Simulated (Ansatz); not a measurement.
In PBEsol in the plane-wave PAW code Ansatz, GaAs in the rock salt structure (Fm-3m) relaxes to a = 5.304 Å. As has 6 nearest neighbours from 2.65 Å (octahedral); Ga has 6 nearest neighbours from 2.65 Å (octahedral). Its formation energy from the elements is -0.046 eV/atom, with no fitted shifts.

Electronic character: metallic (no gap). Gap from PBEsol with spin–orbit coupling: none (metallic).

The bulk modulus is 81.5 GPa. The relaxed-ion elastic constants in GPa are C11 = 161, C12 = 42.3, C44 = 13.8. The elastic constants imply a Debye temperature near 254 K. The highest mode at Γ lies at 127 cm⁻¹.

The start of the workflow was typed in or built on a structure type; neither database checked (COD, Materials Project) lists it. It is not the phase usual at ambient conditions (space group No. 216). The cell was relaxed with PBEsol under the symmetry of its start; of distortions, only those at the zone centre were tested. As this level gives no gap, shear constants depend on the k-mesh and smearing (Fermi–Dirac, 0.1 eV here). As this level gives no gap, phonon frequencies hold no LO–TO term and depend on the k-mesh and smearing (Fermi–Dirac, 0.1 eV here). The references are the lowest solids computed at this level, not always the standard phases. Spin–orbit coupling is left out wherever it is not named.

Potentials: the later of the program's two PAW sets.
